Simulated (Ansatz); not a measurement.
GaN in space group P6_3mc (No. 186; Pearson symbol hP12), plane-wave PAW LDA (Ansatz code). The conduction-band minimum lies at Γ, with 1 equivalent valley. Second derivatives d²E/dk² of the lowest band at one valley (eV·Å²), along Cartesian directions:

| direction | d²E/dk² |
|---|---|
| [100] | 41.64 |
| [010] | 41.64 |
| [001] | 43.01 |
| [110] | 41.64 |
| [101] | 42.33 |
| [011] | 42.33 |

**Question.** Find the principal effective masses, the density-of-states mass and the conductivity mass.

**Answer.** Off-diagonal terms follow from H_xy = H[110] − (H_xx + H_yy)/2, and m*/mₑ = 7.620 eV·Å² over each eigenvalue: 0.18, 0.18, 0.18. One valley's DOS mass (m₁m₂m₃)^(1/3) = 0.18, conductivity mass 3/(Σ 1/mᵢ) = 0.18 mₑ.

**Question.** What effective density of states Nc follows at 300 K for parabolic valleys?

**Answer.** Nc = 2.509e19 × 1 × (0.18)^(3/2) ≈ 1.9e18 cm⁻³.

**Question.** With the computed static dielectric constant 10.1 (mean of the diagonal), estimate a hydrogenic donor's binding energy and radius.

**Answer.** E = 13.606 eV × 0.18/10.1² ≈ 24 meV; a = 0.529 Å × ε/m* ≈ 30 Å. Semilocal masses tend to be too small where the gap is.

The cell is a constructed one: a structure type filled with these elements. Its sites differ from those of the usual phase in this space group: another stacking or structure type. The LDA relaxation kept the symmetry of its start; phonons on a q-mesh show no instability. Scalar-relativistic: spin–orbit coupling is off unless named, which matters more the heavier the elements.

Potentials: the later of the program's two PAW sets.
